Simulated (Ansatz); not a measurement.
The relaxed structure here is a generated cell of Mo: the first start was made by a random draw of sites in a space group, and the end was not matched to a known phase here, so it may be hypothetical. Known forms of Mo include space group No. 229.

A relaxed cell of Mo (Pm-3m (No. 221)), relaxed on a k-mesh at least as fine as the one used below. Method: r2SCAN (plane waves to 500 eV, PAW, scalar-relativistic; Ansatz, a first-principles code). Γ-centred k-mesh 6×12×12 on the run's cell (coarser than for final values), Fermi–Dirac smearing 0.05 eV.

```yaml
crystal:
  lattice:
    - [5.17312, 0.00000, 0.00000]
    - [0.00000, 2.58656, 0.00000]
    - [0.00000, 0.00000, 2.58656]
  atoms:
    - { symbol: Mo, position: [0.25000, 0.50000, 0.50000] }
    - { symbol: Mo, position: [0.75000, 0.50000, 0.50000] }
```

The atoms are displaced by (Å):

```tsv
atom	ux	uy	uz
Mo1	0.111	-0.110	-0.005
Mo2	-0.138	-0.067	-0.028
```

Question: What forces (eV/Å) and pressure result?

Answer: 
| atom | Fx | Fy | Fz |
|---|---|---|---|
| Mo1 | -3.01 | -0.18 | 0.10 |
| Mo2 | 3.01 | 0.18 | -0.10 |

Pressure +7.9 GPa.

The undisplaced cell is probably no minimum: from this displacement the run went on to Im-3m (No. 229), 1.22 eV/atom below it.

No spin polarisation in the result.
